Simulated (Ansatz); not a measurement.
# Mg$_{2}$CdN$_{2}$: energy along a strain

Mg$_{2}$CdN$_{2}$, P-3m1, a = 3.553 Å, c = 5.984 Å (as given, not relaxed at this level: -4.0 GPa, forces to 0.14 eV/Å). The structure is a Materials Project entry; whether it is the stable form wasn't checked. Ansatz: PBEsol, PAW, 420 eV, Γ-centred 12×12×6 mesh on 5 atoms, Gaussian smearing 0.03 eV; no spin polarisation. Cell vectors (Å): 3.553 0.000 0.000; -1.776 3.077 0.000; 0.000 0.000 5.984. The cell is strained by x per cent times the pattern (1 0 0 0 0 0) in the order xx yy zz yz xz xy (engineering shears), with fractional coordinates held. y is the free energy over the start, V0 = 13.083 Å³/atom.

```
x (%) y (meV/atom)
-6.00         16.88
-3.00         -1.20
 0.00          0.00
 1.50          6.62
 4.50             ?
 6.00         45.69
```

Task: Fit y = c1 x + c2 x² + c3 x³ to the other rows, get the stiffness along the pattern, and predict the missing energy.

Result: Least squares on the rows shown. y = 3.1941 x + 0.86887 x² − 0.022027 x³. The clamped-ion stiffness p·C·p = 2 × 8.689 eV × 160.2 / 13.083 Å³ = 213 GPa, which is C11 in these axes (second derivative at the start, which stands under stress). At x = 4.50 the fit asked for gives 29.96 meV/atom. The run gave 29.83 meV/atom, so the fit is 0.13 meV/atom too high, a small miss on the scale of the series.